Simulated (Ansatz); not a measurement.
HfOs:
```
HfOs
1.0
    3.24437     0.00000     0.00000
    0.00000     3.24437     0.00000
    0.00000     0.00000     3.24437
Hf Os
1 1
Cartesian
  0.00000   0.00000   0.00000
  1.62219   1.62219   1.62219
```

Relaxed with r²SCAN. Special points in fractions of this cell's reciprocal vectors: Γ (0.000, 0.000, 0.000); X (0.000, 0.500, 0.000); M (0.500, 0.500, 0.000); R (0.500, 0.500, 0.500).

Problem. List the band energies nearest the Fermi level at these points for r²SCAN (plane waves, PAW; program Ansatz).

Solution. In eV from the Fermi level; about four levels below and three above (degenerate sets whole), none deeper than 8.9 eV; points with the same levels are listed once.

```json
[
 {"k": "Γ", "below": "-5.40 -5.40 -1.66 -1.66 -1.66", "above": "2.85 2.85 6.33 6.33 6.33"},
 {"k": "X", "below": "-1.90 -1.90 -0.79 -0.74", "above": "1.30 1.51 1.51"},
 {"k": "M", "below": "-6.07 -5.78 -3.50 -3.50", "above": "0.74 0.74 0.77"},
 {"k": "R", "below": "-3.44 -3.44 -3.44 -2.10 -2.10 -2.10", "above": "0.88 0.88 4.61"}
]
```

Space group Pm-3m (CsCl type). The workflow started from a Materials Project entry (that database holds measured and hypothetical structures alike); the Crystallography Open Database files this formula in space group No. 221, but the cells were not matched. Its standing as an ambient phase is unchecked. Symmetry was held in the r²SCAN relaxation; whether a distortion lowers the energy is not shown. The run is not spin-polarised. Spin–orbit coupling is left out wherever it is not named.

Potentials: the later of the program's two PAW sets.
